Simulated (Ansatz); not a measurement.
## W2N (P-3m1), zone-centre modes

Level of theory: DFT PBEsol, scalar-relativistic, plane waves, PAW in Ansatz 0.2.0. Cutoff 420 eV, Γ-centred 18×18×4 k-points, Gaussian smearing of 0.15 eV. Spin–orbit coupling is left out, which can shift energies with elements as heavy as these. No spin polarisation.

The undisturbed cell (relaxed at this level; it needn't be the usual structure):

```yaml
crystal:
  lattice:
    - [2.80246, 0.00000, 0.00000]
    - [-1.40123, 2.42701, 0.00000]
    - [0.00000, 0.00000, 17.45168]
  atoms:
    - { symbol: W, position: [0.00000, 0.00000, 0.07593] }
    - { symbol: W, position: [0.00000, 0.00000, 0.92407] }
    - { symbol: W, position: [0.33333, 0.66667, 0.26252] }
    - { symbol: W, position: [0.66667, 0.33333, 0.73748] }
    - { symbol: W, position: [0.33333, 0.66667, 0.41761] }
    - { symbol: W, position: [0.66667, 0.33333, 0.58239] }
    - { symbol: N, position: [0.00000, 0.00000, 0.50000] }
    - { symbol: N, position: [0.33333, 0.66667, 0.15068] }
    - { symbol: N, position: [0.66667, 0.33333, 0.84932] }
```

Harmonic modes by finite displacements of 0.02 Å, without the LO–TO term.

(1) At this geometry, is the structure stable against these modes?

(2) List the wavenumbers in cm⁻¹.

Answers

(1) No: 8 modes are unstable, the strongest at 133i cm⁻¹.

(2) 133i, 133i, 124i, 124i, 95i, 95i, 12i, 12i, 0, 0, 0, 82, 82, 105, 108, 182, 185, 226, 339, 339, 380, 380, 397, 397, 596, 678, 690.